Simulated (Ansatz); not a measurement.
Theory: DFT PBE, scalar-relativistic, plane waves, PAW in Ansatz 0.2.0. Settings: cutoff 420 eV, Γ-centred meshes spaced at most about 0.3 Å⁻¹, and about 0.25 Å⁻¹ or finer for metals (2π included), Gaussian smearing. No spin polarisation in the final relaxations.

These are static total energies at zero pressure.

Two relaxed structures of Si₄P:

A. Space group I4/mmm (No. 139), tetragonal, a = 6.714 Å, c = 3.345 Å. Si has 2 P at 2.55 Å and 7 Si at 2.62–2.86 Å; P has 8 Si at 2.55 Å.

B. Space group P6/mmm (No. 191), hexagonal, a = 4.373 Å, c = 6.845 Å. Si on a site of symmetry -6m2 has 3 Si at 2.52 Å and 3 P at 2.52 Å; Si on a site of symmetry 6mm is surrounded by 1 P at 2.28 Å and 1 Si at 2.29 Å; around P lie 2 Si at 2.28 Å and 6 Si at 2.52 Å.

Question: Which is lower in energy, and by how much?

Answer: A is lower, by 0.74 eV/atom. A has space group I4/mmm (No. 139), 15.1 Å³/atom and no gap on its mesh; B has space group P6/mmm (No. 191), 22.7 Å³/atom and no gap. Counting Si atoms around P (those within 1.25 times the shortest such distance or 1.15 times the sum of covalent radii, 1.27 where that leaves under three; a plus sign parts nearer from farther groups), A has P 8 and B has P 2+6. B holds Si–Si nets (shortest 2.29 Å); in A the shortest Si–Si distance is 2.62 Å, near bonding range too. The denser one is the lower, and pressure would at first widen the difference. Even the lower one lies +0.41 eV/atom against the reference forms of the elements (uncorrected), so neither is stable at this level. Both come from invented guesses.

A magnetic state wasn't ruled out in cells without spin, among them I4/mmm, P6/mmm. Cells relaxed within their symmetry can be saddle points.
